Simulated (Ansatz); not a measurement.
**Ti$_{2}$Rh (I4/mmm): electronic heat capacity and spin susceptibility from the density of states**

These are results of DFT r2SCAN, scalar-relativistic, plane waves, PAW in Ansatz 0.2.0, not measurements.

Cutoff 500 eV; k points 20×20×20 on the computed 3-atom cell (Γ-centred); Gaussian smearing, width 0.10 eV; no spin polarisation.

Relaxed cell: I4/mmm, a = 3.049 Å, b = 3.049 Å, c = 9.809 Å, α = 90.00°, β = 90.00°, γ = 90.00°, 3 atoms in the primitive cell. Whether it is the stable form of this composition wasn't checked.

The density of states at the Fermi level is 1.198 states/eV in the cell of 3 atoms (1 formula unit; both spins, tetrahedra on a 30×30×30 mesh).

Question: What Sommerfeld coefficient and Pauli susceptibility does this give?

Answer: Per formula unit N(E_F) = 1.198 states/eV. γ = (π²/3) k_B² N(E_F) N_A = 2.357 mJ/(mol K²) per state/eV, so γ = 2.8 mJ/(mol K²), a mole of formula units. χ_P = μ_B² N(E_F) N_A = 3.23×10⁻⁵ emu/mol per state/eV gives 3.9×10⁻⁵ emu/mol. This is the bare band result: a measured γ of the same phase is as a rule larger by a factor 1 + λ from phonons and spin fluctuations, the spin part of χ is larger by the Stoner factor, and a measured χ also holds orbital and core terms. N(E_F) at one energy is sensitive to the mesh where the density of states has sharp peaks.

Cost: 1 run of about 5.9 core-minutes, on Arm Neoverse V1 (shared hosts).